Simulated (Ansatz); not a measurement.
Al (simple cubic, Pm-3m) under volume change, the program Ansatz at the r²SCAN level (PAW), scaled uniformly.

```csv
V (Å³/atom),E − E(relaxed) (meV/atom),P (GPa)
18.069,35.8,6.97
18.665,15.1,4.27
19.261,3.6,1.97
19.856,0.0,0.00
20.452,3.2,-1.67
21.048,12.1,-3.09
21.643,25.9,-4.29
```

### Question
What does a third-order Birch–Murnaghan fit give for V₀, B₀ and B′?

### Answer
V₀ = 19.86 Å³/atom, B₀ = 60.1 GPa, B′ = 4.3.

A made-up cell: these elements were put on the sites of a structure type; neither database checked (COD, Materials Project) lists it. It is not the phase usual at ambient conditions (space group No. 225). The cell was relaxed with r²SCAN under the symmetry of its start. At this level the phase is mechanically unstable.

Potentials: the later of the program's two PAW sets.
